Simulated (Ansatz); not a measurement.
Recipe of this trial structure of Zr₂Al₅: random cell by space group and Wyckoff sites (P-62m, No. 189). Lengths were set from tabulated atomic sizes, so they are only a guess.

Space group P-62m (No. 189). a = 4.488 Å, b = 4.488 Å, c = 7.180 Å, α = 90.00°, β = 90.00°, γ = 120.00°
```csv
atom,site,symmetry,x,y,z
Zr,2d,-6..,0.3333,0.6667,0.5000
Al,3f,m2m,0.4478,0.0000,0.0000
Al,2e,3.m,0.0000,0.0000,0.7197
```

These are results of DFT PBE, scalar-relativistic, plane waves, PAW in Ansatz, not measurements. Cutoff 420 eV, Gaussian smearing, Γ-centred meshes. Cell and atoms relax first on a coarse mesh and then on a finer one. In between, the cell is made exact in the group found at 0.06 Å. In metals the finer mesh still leaves noise of several meV/atom or more. The steps can't lower the symmetry of their start. No spin polarisation in the relaxation; trial moments died out in a coarse test.

A guess keeps its type if space group and coordination stay and the shape of the cell changes little (axis ratios within about 15 %, angles within 6°); the volume may change.

Problem. Does this structure survive the relaxation?

Solution. It doesn't keep its type. The symmetry goes from P-62m (No. 189) to P6/mmm (No. 191). The volume per atom grows by 0.8 %, from 17.9 to 18.0 Å³. The shortest distance goes from 2.28 Å (Al–Al) to 2.48 Å (Al–Al). Counting neighbours within 15 % of an atom's shortest distance, the start has Al 4/13, Zr 3 and the end Al 2/12, Zr 15. In detail, at the end Zr has 6 Al at 2.99 Å, 3 Zr at 3.08 Å and 6 Al at 3.32 Å; Al on a site of symmetry mmm has 4 Al at 2.66 Å, 4 Al at 2.98 Å and 4 Zr at 2.99 Å; Al on a site of symmetry 6mm is surrounded by 1 Al at 2.48 Å, 1 Al at 2.65 Å, 6 Al at 2.98 Å and 6 Zr at 3.32 Å.

```cif
data_structure
_symmetry_space_group_name_H-M 'P6/mmm'
_symmetry_Int_Tables_number 191
_cell_length_a 5.3273
_cell_length_b 5.3273
_cell_length_c 5.1368
_cell_angle_alpha 90.000
_cell_angle_beta 90.000
_cell_angle_gamma 120.000
_cell_volume 126.25
loop_
_atom_site_label
_atom_site_type_symbol
_atom_site_symmetry_multiplicity
_atom_site_Wyckoff_symbol
_atom_site_fract_x
_atom_site_fract_y
_atom_site_fract_z
_atom_site_occupancy
Zr1 Zr 2 d 0.33333 0.66667 0.50000 1
Al1 Al 3 f 0.50000 0.00000 0.00000 1
Al2 Al 2 e 0.00000 0.00000 0.74169 1
```

The last run used a 12×12×8 mesh (in the run's order of axes) for its 7-atom cell and Gaussian smearing of 0.10 eV. A structure relaxed within its symmetry needn't be a true minimum.

In counts of neighbours, a slash parts the counts of unlike sites.
